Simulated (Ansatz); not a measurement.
Co$_{2}$Si:
```
CELL_PARAMETERS angstrom
      4.85415     0.00000     0.00000
      0.00000     3.70390     0.00000
      0.00000     0.00000     6.96531
ATOMIC_POSITIONS crystal
  Si 0.29903 0.75000 0.60375
  Si 0.70097 0.25000 0.39625
  Si 0.20097 0.25000 0.10375
  Si 0.79903 0.75000 0.89625
  Co 0.96467 0.75000 0.22110
  Co 0.03533 0.25000 0.77890
  Co 0.53533 0.25000 0.72110
  Co 0.46467 0.75000 0.27890
  Co 0.82749 0.75000 0.56344
  Co 0.17251 0.25000 0.43656
  Co 0.67251 0.25000 0.06344
  Co 0.32749 0.75000 0.93656
```
The run is spin-polarised; directions of the spins, atom by atom: 0 0 0 0 ↑ ↑ ↑ ↑ ↑ ↑ ↑ ↑.

Relaxed with r²SCAN.

Give the Bader charges and basin volumes of the independent atoms, r²SCAN (plane waves, PAW; program Ansatz).



```csv
atom,Bader charge (e),Bader volume (Å³)
Si1,+0.50,10.1
Co5,-0.11,10.4
Co9,-0.39,10.9
```

Space group Pnma. The r²SCAN relaxation kept the symmetry of its start. Spin order of the final state: ferromagnetic, chosen from 4 collinear starts compared on coarse meshes (ties went to the first, and starts can fall back to one state), not a proven ground state. Other orbital occupations within this spin state were not tried.

Potentials: the later of the program's two PAW sets.
